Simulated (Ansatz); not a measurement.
RbGeCl3:
```cif
data_Cl6Ge2Rb2
_chemical_formula_sum 'Rb2 Ge2 Cl6'
_space_group_name_H-M_alt 'P21/m'
_space_group_IT_number 11
_space_group_name_Hall '-P 2yb'
_cell_length_a 5.88544
_cell_length_b 7.11968
_cell_length_c 8.33006
_cell_angle_alpha 90.000
_cell_angle_beta 107.335
_cell_angle_gamma 90.000
loop_
_atom_site_label
_atom_site_type_symbol
_atom_site_symmetry_multiplicity
_atom_site_Wyckoff_symbol
_atom_site_fract_x
_atom_site_fract_y
_atom_site_fract_z
_atom_site_occupancy
Rb1 Rb 2 e 0.33081 0.25000 0.70189 1
Ge1 Ge 2 e 0.07155 0.25000 0.12837 1
Cl1 Cl 2 e 0.67207 0.25000 0.11801 1
Cl2 Cl 4 f 0.17968 0.00934 0.32449 1
```

Relaxed at zero pressure with HSE06 (plane waves, PAW; program Ansatz).

### Question
The volume is raised by 6 % and shape and atoms relax at that volume. What pressure results, and how do the axes share the change?

### Answer
-0.3 GPa; a 1.1 %, b 1.6 %, c 3.9 %; the energy rises by 2 meV/atom.

### Question
Give the new structure.

### Answer

Space group P2₁/m (No. 11); a = 5.952 Å, b = 7.236 Å, c = 8.653 Å, α = γ = 90.00°, β = 108.62°

```csv
atom,site,symmetry,x,y,z
Rb,2e,m,0.3368,0.2500,0.6973
Ge,2e,m,0.0667,0.2500,0.1344
Cl,2e,m,0.6671,0.2500,0.1121
Cl,4f,1,0.1718,0.0122,0.3254
```

The phase is kept; no other phase was compared at this pressure.

Space group P2_1/m. The first step of the workflow began from a Materials Project structure, measured or hypothetical; the Crystallography Open Database files this formula in space group No. 11, but the cells were not matched. Its standing as an ambient phase is unchecked. The cell was relaxed with HSE06 under the symmetry of its start; its stability against distortions is not shown here.

Potentials: the later of the program's two PAW sets.
